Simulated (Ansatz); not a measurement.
Electric field gradients in WS₂ under strain

The cell is a COD entry, relaxed with PBE at fixed cell and then changed (z stretched by 2 %, ions relaxed).

```yaml
crystal:
  lattice:
    - [3.15320, 0.00000, 0.00000]
    - [-1.57660, 2.73075, 0.00000]
    - [0.00000, 0.00000, 12.56946]
  atoms:
    - { symbol: W, position: [0.33333, 0.66667, 0.25000] }
    - { symbol: W, position: [0.66667, 0.33333, 0.75000] }
    - { symbol: S, position: [0.33333, 0.66667, 0.62442] }
    - { symbol: S, position: [0.66667, 0.33333, 0.12442] }
    - { symbol: S, position: [0.33333, 0.66667, 0.87558] }
    - { symbol: S, position: [0.66667, 0.33333, 0.37558] }
```

Sites (sets of like atoms) are named by element and the number of their first atom in this list.

Computed with Ansatz: DFT, PBE, plane waves and PAW, scalar-relativistic, collinear spin, 420 eV cutoff, Γ-centred 16×16×4 k-points, Fermi–Dirac smearing 0.02 eV. Start moments as typed (μB): 2 on each W, none on the rest.

Conventions: |V_zz| ≥ |V_yy| ≥ |V_xx|, η = (V_xx − V_yy)/V_zz, C_Q = eQV_zz/h. ν_Q = 3|C_Q|/[2I(2I − 1)].

S-33: I = 3/2, Q = -69.40 mb. Quadrupole moments are those of Pyykkö's year-2017 table.

Problem. Which values are expected at the nuclei?

Solution. 

```tsv
site	atoms (order as listed)	first shell	C_Q (MHz)	η	ν_Q (MHz)
S	3, 4, 5, 6	3 W at 2.41 Å; also 7 S at 3.15–3.16 Å	7.25	0.00	3.63
```

An axis of threefold or higher order runs through S, so V_zz lies along it and η is zero.

W has no stable isotope with a ground-state quadrupole moment in the table, so these sites are left out.

Without spin–orbit coupling the gradients at and beside W can be off by some per cent, at some sites by more. The start moments die out, and the run ends without spin.
